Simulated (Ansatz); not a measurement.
A geometry of Be away from equilibrium: the start of the relaxation of a generated cell, Be placed in the AFLOW prototype A_aP4_2_aci. All values below come from r2SCAN (plane waves to 500 eV, PAW, scalar-relativistic; Ansatz, a quantum-chemistry and plane-wave program). Γ-centred k-mesh 21×18×8 on the run's cell, Fermi–Dirac smearing 0.05 eV.

```xyz
4
Lattice="2.1856 0.0000 0.0000 0.2188 2.5786 0.0000 0.0952 0.4284 5.7835" Properties=species:S:1:pos:R:3:forces:R:3 pbc="T T T" free_energy=-372.145 pressure_GPa=4.7
Be     0.0000     0.0000     0.0000    0.0000    0.0000    0.0000
Be     0.0476     0.2142     2.8917    0.0000    0.0000    0.0000
Be     1.0962     1.5859     1.4979    1.3600   -1.2415    0.0833
Be     1.4034     1.4210     4.2856   -1.3600    1.2415   -0.0833
```

Positions in Å, forces in eV/Å, free energy of the cell in eV (comparable only within this code, potentials and settings). Largest force: 1.84 eV/Å, on Be3, Be4 (atoms numbered as listed); the geometry lies 0.22 eV/atom above the end of its relaxation.

No spin polarisation in the result.

The run could not lose the symmetry of its start, so the end can be a saddle point.

The end of the path is a generated cell of Be: the first start was made by placing the elements on the sites of a structure type, and the end was not matched to a known phase here, so it may be hypothetical. Known forms of Be include space group No. 194.
